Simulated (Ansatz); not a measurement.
A geometry of Ag away from equilibrium: step 5 of the relaxation of a relaxed Ag cell displaced along its unstable phonon at q = (½, 0, 0) of its primitive reciprocal cell (31i cm⁻¹), largest move 0.15 Å. Calculation: PBE (plane waves to 420 eV, PAW, scalar-relativistic; Ansatz, a program for electronic structure). Γ-centred k-mesh 5×9×9 on the run's cell (coarser than for final values), Fermi–Dirac smearing 0.05 eV. The plane waves were selected for a different cell earlier on the path.

```
Ag
1.0
    0.29098     5.96746     6.13286
    2.92733     0.05822     3.15370
    2.94770     3.09137     0.03785
Ag
4
Direct
  0.38719   0.94297   0.60477
  0.90075   0.52146   0.86751
  0.22425   0.72854   0.38249
  0.73781   0.30703   0.64523
```

Question: Give the Cartesian forces on all atoms (eV/Å).

Answer: 
```json
[
 {"atom": "Ag1", "Fx": "-0.10", "Fy": "-0.03", "Fz": "0.30"},
 {"atom": "Ag2", "Fx": "-0.36", "Fy": "0.40", "Fz": "-0.01"},
 {"atom": "Ag3", "Fx": "0.36", "Fy": "-0.40", "Fz": "0.01"},
 {"atom": "Ag4", "Fx": "0.10", "Fy": "0.03", "Fz": "-0.30"}
]
```

The path ends in Fm-3m (No. 225) (fcc (Cu type)). No spin polarisation in the result.

The run could not lose the symmetry of its start.

Of the parent cell (Fd-3m (No. 227)): it is a generated cell of Ag: the first start was made by placing the elements on the sites of a structure type, and the end was not matched to a known phase here, so it may be hypothetical. Known forms of Ag include space group No. 225.
